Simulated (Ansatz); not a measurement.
WI$_{2}$O$_{2}$:
```cif
data_I4O4W2
_chemical_formula_sum 'W2 I4 O4'
_space_group_name_H-M_alt 'I4/mmm'
_space_group_IT_number 139
_space_group_name_Hall '-I 4 2'
_cell_length_a 3.78857
_cell_length_b 3.78857
_cell_length_c 17.16773
_cell_angle_alpha 90.000
_cell_angle_beta 90.000
_cell_angle_gamma 90.000
loop_
_atom_site_label
_atom_site_type_symbol
_atom_site_symmetry_multiplicity
_atom_site_Wyckoff_symbol
_atom_site_fract_x
_atom_site_fract_y
_atom_site_fract_z
_atom_site_occupancy
W1 W 2 a 0.00000 0.00000 0.00000 1
I1 I 4 e 0.00000 0.00000 0.15740 1
O1 O 4 c 0.00000 0.50000 0.00000 1
```
(The calculation used a cell of 5 atoms; values per cell refer to that cell.)

Relaxed at zero pressure with r²SCAN+D4 in the plane-wave PAW code Ansatz.

Q: The volume is lowered by 6 % and shape and atoms relax at that volume. What pressure results, and how do the axes share the change?

A: 2.9 GPa; a -0.6 %, b -0.6 %, c -4.8 %; the energy rises by 12 meV/atom.

Q: Give the new structure.

A: 
Space group I4/mmm (No. 139); a = b = 3.7644 Å, c = 16.3458 Å, α = β = γ = 90.00°

```json
[
 {"atom": "W", "site": "2a", "symmetry": "4/mmm", "x": "0.0000", "y": "0.0000", "z": "0.0000"},
 {"atom": "I", "site": "4e", "symmetry": "4mm", "x": "0.0000", "y": "0.0000", "z": "0.1642"},
 {"atom": "O", "site": "4c", "symmetry": "mmm.", "x": "0.0000", "y": "0.5000", "z": "0.0000"}
]
```

The phase is kept; no other phase was compared at this pressure.

The workflow started from an entry of the Crystallography Open Database (COD); the relaxed space group is not among those it files for this formula. COD files the formula under space group No. 71. Its standing as an ambient phase is unchecked. The r²SCAN+D4 relaxation kept the symmetry of its start; its stability against distortions is not shown here. The run is not spin-polarised. No Hubbard U is applied. Scalar-relativistic: spin–orbit coupling is off unless named, which matters more the heavier the elements.

Potentials: the later of the program's two PAW sets.
